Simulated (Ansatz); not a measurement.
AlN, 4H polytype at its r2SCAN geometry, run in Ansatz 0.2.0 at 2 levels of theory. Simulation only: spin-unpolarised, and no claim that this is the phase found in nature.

The HSE06 input:
```yaml
crystal:
  lattice:
    - [3.0971640999, 0.0, 0.0]
    - [-1.54858205, 2.6822227902, 0.0]
    - [0.0, 0.0, 10.0339471204]
  atoms:
    - { symbol: Al, position: [0.0, 0.0, -0.0012653835] }
    - { symbol: Al, position: [0.3333333333, 0.6666666667, 0.2498392703] }
    - { symbol: Al, position: [0.0, 0.0, 0.4987346165] }
    - { symbol: Al, position: [0.6666666667, 0.3333333333, 0.7498392703] }
    - { symbol: "N", position: [0.0, 0.0, 0.1882105659] }
    - { symbol: "N", position: [0.3333333333, 0.6666666667, 0.4382155474] }
    - { symbol: "N", position: [0.0, 0.0, 0.6882105659] }
    - { symbol: "N", position: [0.6666666667, 0.3333333333, 0.9382155474] }
kpoints:
  mp_grid: { grid: [6, 6, 2] }
  band_path:
    path:
      - [0.0, 0.0, 0.0]
      - [0.5, 0.0, 0.0]
      - [0.3333333333, 0.3333333333, 0.0]
      - [0.0, 0.0, 0.5]
      - [0.5, 0.0, 0.5]
      - [0.3333333333, 0.3333333333, 0.5]
      - [0.0, 0.5, 0.0]
    npoints: 1
hamiltonian:
  xc: hse06
scf:
  occupations: { method: fixed }
  n_extra_bands: 6
output:
  forces: true
  stress: true
  eigenvalues: true
```

Main results, then, where recorded, the levels near the gap in eV from the Fermi energy (columns number the bands from 0), one row a point of the path (Γ, M, K, A, L, H, M):
```
Crystal: 8 atoms, lattice volume = 83.355 Å³
Symmetry: 12 space group operations
Space group: P63mc (ITA 186)
```
```
Basis set: ecut = 420 eV, 1605 PW (Γ)
Bands: 22, of which v1, the nominal top of the filled ones, is band 16 counted from 1 (15 counted from 0)
k-points: 14 of 72
Exchange kernel: α = 0.2500, screened, ω = 0.2079 Å⁻¹, Wigner–Seitz truncation, v(0) = 1043.2457 eV·Å³, q-mesh 6×6×2
hybrid outer 1: dexx = +1.177e-2 eV, tail = 1.34e-5 eV
hybrid outer 2: dexx = +1.493e-7 eV, tail = 4.80e-9 eV, Δε = 9.51e-4 eV, ΔF = 3.80e-4 eV/Å
Free energy (F): -3698.736501 eV
Fermi energy:    6.133594 eV
--- Forces (eV/Å), atoms counted from 1 ---
  atom   1  Al      0.00000      0.00000    -0.01077
  atom   2  Al      0.00000      0.00000    -0.00050
  atom   3  Al      0.00000      0.00000    -0.01077
  atom   4  Al      0.00000      0.00000    -0.00050
  atom   5  N       0.00000      0.00000      0.00681
  atom   6  N       0.00000      0.00000      0.00443
  atom   7  N       0.00000      0.00000      0.00681
  atom   8  N       0.00000      0.00000      0.00443
--- Stress (GPa, compression-positive) ---
       -0.595977       0.000000       0.000000
        0.000000      -0.595977       0.000000
        0.000000       0.000000      -0.745256
  P = ⅓ Tr σ = -0.6457 GPa (-6.457 kbar)
```
```tsv
band_13	band_14	band_15	band_16	band_17	band_18
-0.102	-0.102	0.000	5.570	7.831	8.127
-1.366	-0.827	-0.629	5.306	6.000	8.459
-1.609	-1.609	-0.814	7.239	7.239	8.893
-0.197	-0.197	-0.197	6.552	6.552	8.546
-1.423	-0.883	-0.883	5.895	5.895	8.096
-1.524	-1.392	-1.392	6.983	6.983	9.155
-1.366	-0.827	-0.629	5.306	6.000	8.459
```

With HSE06 the valence top lies at Γ and the conduction bottom at M, 5.31 eV higher; the smallest vertical gap, at Γ, is 5.57 eV.

Problem. In the first input these blocks are replaced (the band path and keys that only write files left aside):
```yaml
hamiltonian:
  xc: pbe0
```
What comes out?

Solution.
```
Basis set: ecut = 420 eV, 1605 PW (Γ)
Bands: 22, of which v1, the nominal top of the filled ones, is band 16 counted from 1 (15 counted from 0)
k-points: 14 of 72
Exchange kernel: α = 0.2500, full range, Wigner–Seitz truncation, v(0) = 11347.7468 eV·Å³, q-mesh 6×6×2
hybrid outer 1: dexx = +1.645e-2 eV, tail = 2.01e-5 eV
hybrid outer 2: dexx = +2.491e-7 eV, tail = 6.63e-9 eV, Δε = 1.42e-3 eV, ΔF = 1.26e-3 eV/Å
Free energy (F): -3699.673358 eV
Fermi energy:    5.749797 eV
--- Forces (eV/Å), atoms counted from 1 ---
  atom   1  Al      0.00000      0.00000    -0.01004
  atom   2  Al      0.00000      0.00000    -0.00082
  atom   3  Al      0.00000      0.00000    -0.01004
  atom   4  Al      0.00000      0.00000    -0.00082
  atom   5  N       0.00000      0.00000      0.00656
  atom   6  N       0.00000      0.00000      0.00431
  atom   7  N       0.00000      0.00000      0.00656
  atom   8  N       0.00000      0.00000      0.00431
--- Stress (GPa, compression-positive) ---
       -0.672010       0.000000       0.000000
        0.000000      -0.672010       0.000000
        0.000000       0.000000      -0.813396
  P = ⅓ Tr σ = -0.7191 GPa (-7.191 kbar)
```
```tsv
band_13	band_14	band_15	band_16	band_17	band_18
-0.103	-0.103	0.000	6.296	8.585	8.881
-1.373	-0.834	-0.635	6.044	6.744	9.214
-1.623	-1.623	-0.820	7.992	7.992	9.657
-0.200	-0.200	-0.200	7.292	7.292	9.301
-1.436	-0.891	-0.891	6.640	6.640	8.850
-1.537	-1.403	-1.403	7.732	7.732	9.923
-1.373	-0.834	-0.635	6.044	6.744	9.214
```
The PBE0 gap is indirect, 6.04 eV (Γ to M), below the direct gap of 6.30 eV at Γ. At this geometry PBE0 finds -0.7 GPa, compression counted positive: its own equilibrium volume is smaller. (The program warns that its thresholds are loose for a hybrid's stress.)

Totals of different functionals can't be compared.

The meshes of the hybrids are coarse, so their gaps aren't converged to the digits shown.
